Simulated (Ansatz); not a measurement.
Level: PBE, no spin polarisation; 420 eV; 6×6×6 Γ-centred mesh; gaussian occupations (width 0.2964 eV); Ansatz 0.2.0, fixed geometry.

Computed maps in the lattice plane spanned by a (left to right, 5.31 Å, 16 points from zero) and b (bottom to top, 5.31 Å, 16 points from zero), 90° apart, at height 0.000 along c. The fields are smooth PAW ones with compensation charges, not the true ones near nuclei.

Valence density. Digits on a logarithmic scale: 0 up to 0.03 e/Å³, each further digit a factor of 1.6, 9 from 1.3 e/Å³ up:
```
9996654322345699
9978987433578879
6689999645799986
4589999656899996
4479999777899985
3357888999899974
2235679999976643
1234579999975432
2346679999976532
3479998999888753
4589998777999974
4699998656999985
6689997546999986
9978875334789879
9996543223456699
9996443212344699
```

ELF. Ten even steps from '0' (0.02) to '9' (0.93):
```
7311443000122113
2116888301588611
0167688402897761
0287258402872684
0289776221675884
0158862353268883
0012213444324430
0000025424520000
0034423444312210
0388862353268851
0488576122677982
0486278204852782
0167798204886761
2116885103888611
7311221000344113
9720000000000027
```

Task: The cell is Ba$_{2}$CuPdO$_{6}$. Which atoms lie within 0.2 Å of this plane, and where (fractions of a and b)?

Result: Cu at (0.00, 0.00), O at (0.24, 0.26), O at (0.26, 0.76), O at (0.76, 0.74), O at (0.74, 0.24), Pd at (0.50, 0.50). The whole cell:
```yaml
crystal:
  lattice:
    - [0.00000, 5.31420, 0.00000]
    - [5.31420, 0.00000, 0.00000]
    - [2.65710, 2.65710, -4.10788]
  atoms:
    - { symbol: Cu, position: [0.00000, 0.00000, 0.00000] }
    - { symbol: O, position: [0.24400, 0.26300, 0.00000] }
    - { symbol: O, position: [0.26300, 0.75600, 0.00000] }
    - { symbol: O, position: [0.75600, 0.73700, 0.00000] }
    - { symbol: O, position: [0.73700, 0.24400, 0.00000] }
    - { symbol: Pd, position: [0.50000, 0.50000, 0.00000] }
    - { symbol: O, position: [0.28100, 0.28100, 0.43800] }
    - { symbol: O, position: [0.71900, 0.71900, 0.56200] }
    - { symbol: Ba, position: [0.75000, 0.25000, 0.50000] }
    - { symbol: Ba, position: [0.25000, 0.75000, 0.50000] }
```

Origin: a known structure type with other elements, at an estimated volume, so it need not be a known compound. Caveats: many states at the Fermi level without spin polarisation, so a magnetic state may lie lower; atoms or cell far from equilibrium; wide smearing.
